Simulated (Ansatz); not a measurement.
Relaxed-ion elastic tensor of BaTiO₃ in space group R3m (No. 160; Ba on 3a, Ti on 3a, O on 9b) in GPa (Voigt order), LDA (plane waves, PAW; program Ansatz); density 6.31 g/cm³, 12.28 Å³ per atom.

```
  300   95.4   59.5  -42.8    0.0    0.0
 95.4    300   59.5   42.8    0.0    0.0
 59.5   59.5    292    0.0    0.0    0.0
-42.8   42.8    0.0   54.0    0.0    0.0
  0.0    0.0    0.0    0.0   54.0  -42.8
  0.0    0.0    0.0    0.0  -42.8    102
```

**Question.** Is the crystal mechanically stable?

**Answer.** Yes: the smallest eigenvalue of C is 29.1 GPa.

**Question.** Work out the Voigt, Reuss and Hill averages.

**Answer.** K_V = 147, K_R = 146, K_H = 146; G_V = 87.3, G_R = 54.0, G_H = 70.6 GPa.

**Question.** Give Young's modulus, Poisson's ratio, Pugh's ratio and the universal anisotropy index.

**Answer.** E = 9KG/(3K + G) = 183 GPa; ν = 0.29; K/G = 2.07 (ductile by the Pugh limit of 1.75); A_U = 5G_V/G_R + K_V/K_R − 6 = 3.09.

**Question.** Estimate the sound speeds and the Debye temperature.

**Answer.** v_l = √((K + 4G/3)/ρ) = 6180 m/s, v_t = √(G/ρ) = 3350 m/s, mean 3730 m/s; Θ = (h/k)(3n/4πV)^(1/3) v_m = 482 K.

**Question.** How much does each axis shrink under pressure?

**Answer.** Linear compressibilities β_i = Σ_j S_ij (j = 1 to 3): x 2.1, y 2.1, z 2.5 per TPa.

This is a known low-temperature phase of the composition, computed here at zero pressure and temperature. Symmetry was held in the LDA relaxation; phonons on a q-mesh show no instability. No spin polarisation was allowed. Spin–orbit coupling is left out wherever it is not named.

Potentials: the later of the program's two PAW sets.
